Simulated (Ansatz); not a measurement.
Task: Name crystals whose computed values (the program Ansatz at the LDA level (PAW)) fall in these windows: highest Γ mode, no LO–TO term (cm⁻¹) 120 to 170; B₀ by P(V) fit (GPa) 250 to 320.

Result: 

```csv
crystal,"highest Γ mode, no LO–TO term (cm⁻¹)",B₀ by P(V) fit (GPa)
"TaRu, CsCl type",145,286
"NbRu, L1₀ or tetragonal B2",160,267
"TaRu, L1₀ or tetragonal B2",156,288
"NbRu, CsCl type",136,267
"HfOs, CsCl type",160,252
```
Others may fit too.

Standing as an ambient phase not checked: TaRu, CsCl type; NbRu, L1₀ or tetragonal B2; TaRu, L1₀ or tetragonal B2; NbRu, CsCl type; HfOs, CsCl type. Unstable at this level: TaRu, CsCl type; NbRu, CsCl type. All cells were relaxed under the symmetry of their starts (and spin orders); stability against distortions was not tested throughout. Rows with no word on spin ran without spin polarisation. Scalar-relativistic: spin–orbit coupling is off unless named, which matters more the heavier the elements.

Potentials: the later of the program's two PAW sets.
